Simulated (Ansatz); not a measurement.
Consider the following.

Relaxed BP (zinc blende):

```yaml
crystal:
  lattice:
    - [0.00000, 4.54847, 4.54847]
    - [2.27424, 0.00000, 2.27424]
    - [2.27424, 2.27424, 0.00000]
  atoms:
    - { symbol: P, position: [0.37500, 0.75000, 0.75000] }
    - { symbol: P, position: [0.87500, 0.75000, 0.75000] }
    - { symbol: B, position: [0.00000, 0.00000, 0.00000] }
    - { symbol: B, position: [0.50000, 0.00000, 0.00000] }
```

A phonon eigenvector at L = (0.5, 0.0, 0.0) is frozen into this cell: atom i moves by Q times the vector below, so Q is the largest atomic displacement, in Å. The cell is held. It is one choice among 2 degenerate patterns. (q is in reciprocal vectors of the primitive cell; the cell shown is doubled to hold the pattern.)

```csv
atom,x,y,z
P1,0.285,-0.520,0.805
P2,-0.285,0.520,-0.805
B3,-0.263,0.479,-0.742
B4,0.263,-0.479,0.742
```

The numbers are results of PBE (plane waves to 420 eV, PAW, scalar-relativistic; Ansatz, an electronic-structure program), not measurements. k mesh 6×12×12 (Γ-centred), Fermi-Dirac smearing 0.05 eV. The energy includes the smearing's −TS. BP was relaxed with its symmetry unable to fall. ΔE is measured from the undisplaced structure.

The scan covers Q from -0.180 to 0.180 Å in 13 points.

**Question.** Is this a single well or a double well?

**Answer.** A single well with its minimum at or next to zero displacement.

**Question.** What is the energy change at Q = 0.180 Å?

**Answer.** 244.7 meV/cell.

**Question.** What harmonic wavenumber does the curvature at Q = 0 give?

**Answer.** 225 cm⁻¹.

(A displaced cell: forces are minus the slopes of the energy, force constants its curvatures, and phonons follow from these.)
